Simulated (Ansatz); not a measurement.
## Equation of state of YIr2

A database entry relaxed whole under r2SCAN (Fd-3m):

```
Y Ir
1.0
     0.00000    3.77044    3.77044
     3.77044    0.00000    3.77044
     3.77044    3.77044    0.00000
Y Ir
2 4
Cartesian
  0.0000 0.0000 0.0000
  1.8852 1.8852 1.8852
  4.7131 4.7131 4.7131
  4.7131 2.8278 2.8278
  2.8278 2.8278 4.7131
  2.8278 4.7131 2.8278
```

The cell was scaled uniformly, its shape held, and the atoms relaxed at each volume with plane-wave PAW DFT (Ansatz 0.2.0; r2SCAN, 500 eV, 8×8×8 Γ-centred mesh, fermi-dirac occupations of width 0.100 eV; no spin, no spin-orbit coupling). One row is withheld.

| volume (Å³/atom) | energy over the lowest (meV/atom) | pressure (GPa) |
| --- | --- | --- |
| 16.795 | 46.8 | 15.11 |
| 17.153 | 19.7 | 9.48 |
| 17.510 | 4.6 | 4.45 |
| 17.867 | 0.0 | -0.04 |
| 18.225 | ? | ? |
| 18.582 | 18.3 | -7.65 |
| 18.939 | 39.3 | -10.85 |

Question: Fit the pressures of the other rows to the third-order Birch-Murnaghan form.

Answer: With f = [(V₀/V)^(2/3) − 1]/2 and P = 3B₀f(1 + 2f)^(5/2)[1 + 3(B₀′ − 4)f/2], least squares gives V₀ = 17.86 Å³ an atom, B₀ = 212 GPa and B₀′ = 4.6; the rows miss the fit by less than 0.01 GPa. The slope of the energies differs from these pressures by 0.13 GPa, since they are taken to zero smearing while pressures follow the free energy.

Question: What does the withheld row hold?

Answer: The fit gives -4.06 GPa at 18.225 Å³; the run gave -4.06 GPa and 4.9 meV an atom.

Caveats: the shape of the cell was held; 0 K, fixed nuclei; the symmetry was kept, and this need not be the phase that is stable at 0 K; one mesh for all volumes; pressure is positive in compression.
